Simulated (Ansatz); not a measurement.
According to r²SCAN (plane waves, PAW; program Ansatz), Li₂MgNb₄O₁₂ in the triclinic phase (P1; Pearson symbol aP19) relaxes to a = 5.165 Å, b = 5.522 Å, c = 8.967 Å, α = 105.9°, β = 90.1°, γ = 117.7°. Against the elements it lies at -2.83 eV/atom, with no fitted shifts.

It is gapped at this level: 3.86 eV (indirect). The screened hybrid HSE06 puts the gap at 4.88 eV. Electrons at the band edge weigh 0.66, 1.3, 13 mₑ (principal values). The hole mass is 2.2, 3.6, 9.0 mₑ (principal values).

Born charges are Li +1.14 to +1.16, Mg +2.17, Nb +6.68 to +7.32, O -2.76 to -2.49 e. Bader charges are Li +0.91, Mg +1.76, Nb +2.85 to +2.91, O -1.34 to -1.16 e.

The start of the workflow was typed in or built on a structure type; neither database checked (COD, Materials Project) lists it. Whether it is the stable phase at ambient conditions was not checked. The cell was relaxed with r²SCAN; whether a distortion lowers the energy is not shown. The run is not spin-polarised. The references are the lowest solids computed at this level, not always the standard phases (solids in place of the gases). Spin–orbit coupling is left out wherever it is not named.

Potentials: the later of the program's two PAW sets.
